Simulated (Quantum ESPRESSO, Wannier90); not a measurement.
# Tight-binding from DFT: MoSe2 (R3m)

Structure: Materials Project mp-7581, symmetrised, not relaxed again. Not found in the COD (Crystallography Open Database) copy used, which has the formula in other groups; not checked further. Computed values, not measurements, from PBEsol: Quantum ESPRESSO (norm-conserving PseudoDojo potentials, cutoff 69 Ry, no spin polarisation, no spin-orbit coupling) on a Γ-centred 8×8×8 mesh, then Wannier90. Density: 12×12×12 mesh, cold smearing 0.01 Ry. The cell is built of weakly bound layers, chains or molecules, whose nearest atoms lie 4.04 Å apart. Database cells relaxed without dispersion often hold them too far apart, which can enlarge gaps and weakens couplings between them; spacing and stacking were not compared with the measured crystal. Spin-orbit coupling, left out, would split the p-like bands by a few tenths of an eV.

```
begin unit_cell_cart
ang
   -1.6600700900    2.8753257401    0.0000000000
   -3.3201401801    0.0000000000    0.0000000000
   -1.6600700900    0.9584419134    6.8597870000
end unit_cell_cart
mp_grid = 8 8 8
```

Question: Which shells of neighbouring k-points and which b-vectors and weights does Wannier90 pick for this cell and mesh?

Answer: 
```
 *---------------------------------- K-MESH ----------------------------------*
 +----------------------------------------------------------------------------+
 |                    Distance to Nearest-Neighbour Shells                    |
 |                    ------------------------------------                    |
 |          Shell             Distance (Ang^-1)          Multiplicity         |
 |          -----             -----------------          ------------         |
 |             1                   0.114493                      2            |
 |             2                   0.228986                      2            |
 |             3                   0.275804                      6            |
 |             4                   0.283615                      6            |
 |             5                   0.312915                      6            |
 |             6                   0.333203                      6            |
 |             7                   0.343479                      2            |
 |             8                   0.382074                      6            |
       ... (lines left out)
 +----------------------------------------------------------------------------+
 | The b-vectors are chosen automatically                                     |
 | The following shells are used:                       1,  3                 |
 +----------------------------------------------------------------------------+
 |                        Shell   # Nearest-Neighbours                        |
 |                        -----   --------------------                        |
 |                          1               2                                 |
 |                          2               6                                 |
 +----------------------------------------------------------------------------+
 | Completeness relation is fully satisfied [Eq. (B1), PRB 56, 12847 (1997)]  |
 +----------------------------------------------------------------------------+
 |                  b_k Vectors (Ang^-1) and Weights (Ang^2)                  |
 |                  ----------------------------------------                  |
 |            No.         b_k(x)      b_k(y)      b_k(z)        w_b           |
 |            ---        --------------------------------     --------        |
 |             1         0.000000    0.000000    0.114493    36.653510        |
 |             2         0.000000    0.000000   -0.114493    36.653510        |
 |             3        -0.236556   -0.136576   -0.038164     4.467588        |
 |             4         0.000000    0.273151   -0.038164     4.467588        |
 |             5        -0.236556    0.136576    0.038164     4.467588        |
 |             6         0.236556    0.136576    0.038164     4.467588        |
 |             7         0.000000   -0.273151    0.038164     4.467588        |
 |             8         0.236556   -0.136576   -0.038164     4.467588        |
```
